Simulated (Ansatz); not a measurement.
HPbBrO in space group Pnma (No. 62; H on 4c, Pb on 4c, Br on 4c, O on 4c), r²SCAN+D4 in the plane-wave PAW code Ansatz. The conduction-band minimum lies on the Γ–X line, 66 % of the way from Γ, with 2 equivalent valleys. Second derivatives d²E/dk² of the lowest band at one valley (eV·Å²), along Cartesian directions:

```tsv
direction	d²E/dk²
[100]	10.94
[010]	18.53
[001]	2.190
[110]	14.74
[101]	6.555
[011]	10.36
```

Task: Find the principal effective masses, the density-of-states mass and the conductivity mass.

Result: Off-diagonal terms follow from H_xy = H[110] − (H_xx + H_yy)/2, and m*/mₑ = 7.620 eV·Å² over each eigenvalue: 0.41, 0.70, 3.5. One valley's DOS mass (m₁m₂m₃)^(1/3) = 1.0, conductivity mass 3/(Σ 1/mᵢ) = 0.72 mₑ.

Task: What effective density of states Nc follows at 300 K for parabolic valleys?

Result: Nc = 2.509e19 × 2 × (1.0)^(3/2) ≈ 5.0e19 cm⁻³.

Task: With the computed static dielectric constant 22.2 (mean of the diagonal), estimate a hydrogenic donor's binding energy and radius.

Result: E = 13.606 eV × 0.72/22.2² ≈ 20 meV; a = 0.529 Å × ε/m* ≈ 16 Å. Semilocal masses tend to be too small where the gap is.

The workflow started from a Materials Project entry (that database holds measured and hypothetical structures alike); the Crystallography Open Database copy checked does not list it. Its standing as an ambient phase is unchecked. The cell was relaxed with r²SCAN+D4 under the symmetry of its start; of distortions, only those at the zone centre were tested. Spin–orbit coupling is left out wherever it is not named.

Potentials: the later of the program's two PAW sets.
